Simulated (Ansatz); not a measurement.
A trial cell of InSbO2 went into the relaxation workflow.

The cell of InSbO2 is invented: random cell by space group and Wyckoff sites (I4/mmm, No. 139). Lengths were set from tabulated atomic sizes, so they are only a guess.

```yaml
crystal:
  lattice:
    - [-2.89273, 2.89273, 4.09945]
    - [2.89273, -2.89273, 4.09945]
    - [2.89273, 2.89273, -4.09945]
  atoms:
    - { symbol: In, position: [0.50000, 0.50000, 0.00000] }
    - { symbol: Sb, position: [0.00000, 0.00000, 0.00000] }
    - { symbol: O, position: [0.10101, 0.10101, 0.00000] }
    - { symbol: O, position: [0.89899, 0.89899, 0.00000] }
```

Theory: DFT PBE, scalar-relativistic, plane waves, PAW (Ansatz 0.2.0).

Input of a coarse relaxation:

```yaml
crystal:
  lattice:
    - [-2.89273259, 2.89273259, 4.09944749]
    - [2.89273259, -2.89273259, 4.09944749]
    - [2.89273259, 2.89273259, -4.09944749]
  atoms:
    - { symbol: In, position: [0.5, 0.5, 0.0] }
    - { symbol: Sb, position: [0.0, 0.0, 0.0] }
    - { symbol: O, position: [0.10100811, 0.10100811, 0.0] }
    - { symbol: O, position: [0.89899189, 0.89899189, 0.0] }
basis:
  ecutwfc: 420
kpoints:
  mp_grid: { grid: [4, 4, 4] }
hamiltonian:
  xc: pbe
scf:
  occupations: { method: gaussian, width: 0.1 }
  lower_state_search: "off"
output:
  forces: true
  stress: true
  eigenvalues: true
relax:
  adjacent_minimum: "off"
  f_tol: 0.04
  max_steps: 70
  cell: { stress_tol: 0.4 }
```

```bash
ansatz run input.yaml --threads 1 --pin off --max-ram 2560MiB --backend cpu --events-out ev --progress --plain --runs-dir out
```

Last lines of the log:

```
SCF iter   4: F=—  HF=-12923.814185 eV  |F-HF|=—  |Δ(HF+E_count)|=    1.63e3  Δρ=2.69e-1  dr2=1.83e2  ethr=1.77e-3  ⟨swp⟩=21.8  Hψ=5794  notcnv=0  defer=14
SCF iter   5: F=—  HF=-12882.388510 eV  |F-HF|=—  |Δ(HF+E_count)|=    4.14e1  Δρ=1.68e-1  dr2=3.43e1  ethr=1.77e-3  ⟨swp⟩=11.2  Hψ=2413  notcnv=0  defer=10
SCF iter   6: F=—  HF=-12869.986829 eV  |F-HF|=—  |Δ(HF+E_count)|=    1.24e1  Δρ=7.67e-2  dr2=6.41e0  ethr=1.77e-3  ⟨swp⟩=8.4  Hψ=1430  notcnv=0
SCF iter   7: F=—  HF=-12869.527389 eV  |F-HF|=—  |Δ(HF+E_count)|=   4.59e-1  Δρ=1.94e-2  dr2=4.73e-1  ethr=1.77e-3  ⟨swp⟩=7.6  Hψ=1092  notcnv=0
SCF iter   8: F=—  HF=-12869.444821 eV  |F-HF|=—  |Δ(HF+E_count)|=   8.26e-2  Δρ=6.16e-3  dr2=4.71e-2  ethr=1.18e-3  ⟨swp⟩=3.3  Hψ=774  notcnv=0
SCF iter   9: F=—  HF=-12869.455203 eV  |F-HF|=—  |Δ(HF+E_count)|=   1.04e-2  Δρ=4.40e-3  dr2=4.78e-2  ethr=1.18e-4  ⟨swp⟩=3.1  Hψ=864  notcnv=0
SCF iter  10: F=—  HF=-12869.445887 eV  |F-HF|=—  |Δ(HF+E_count)|=   9.32e-3  Δρ=1.67e-3  dr2=2.96e-3  ethr=1.18e-4  ⟨swp⟩=3.2  Hψ=468  notcnv=0
SCF iter  11: F=—  HF=-12869.445038 eV  |F-HF|=—  |Δ(HF+E_count)|=   8.49e-4  Δρ=2.59e-4  dr2=9.95e-5  ethr=7.40e-6  ⟨swp⟩=3.6  Hψ=763  notcnv=0
SCF iter  12: F=—  HF=-12869.445055 eV  |F-HF|=—  |Δ(HF+E_count)|=   1.76e-5  Δρ=1.08e-4  dr2=1.50e-5  ethr=2.49e-7  ⟨swp⟩=3.2  Hψ=668  notcnv=0
SCF iter  13: F=—  HF=-12869.445052 eV  |F-HF|=—  |Δ(HF+E_count)|=   3.45e-6  Δρ=1.01e-5  dr2=1.21e-7  ethr=3.74e-8  ⟨swp⟩=3.0  Hψ=639  notcnv=0
SCF iter  14: F=-12869.445052 eV  HF=-12869.445052 eV  |F-HF|=3.23e-9  |Δ(HF+E_count)|=   2.14e-8  Δρ=2.86e-6  dr2=1.29e-8  ethr=2.50e-10  ⟨swp⟩=16.9  Hψ=3059  notcnv=0
Error: refused after 14 iterations: one_centre_occupation = 2.12e0 (threshold 2.00e0); read on the Sb atom at site 1 (counted from 0), in its partial waves of l = 2. The loop had accepted its state. The figure is how many electrons the atom's PAW partial-wave expansion lays in one spin orbital insid
```

Task: Why is there no result?

Result: The SCF loop converged, but the program refused the state. The PAW expansion on Sb put 2.12 electrons into one spin orbital, where the Pauli principle allows one. The run has most likely filled a ghost state of the dataset, or the PAW spheres overlap too strongly; at the start of this run the shortest distance is 0.83 Å. No property of the compound can be read from it.

The run took 3.7 s on 1 thread of AMD EPYC 9R45 96-Core Processor (Zen 5), with other jobs on the host, peak memory 0.45 GiB.
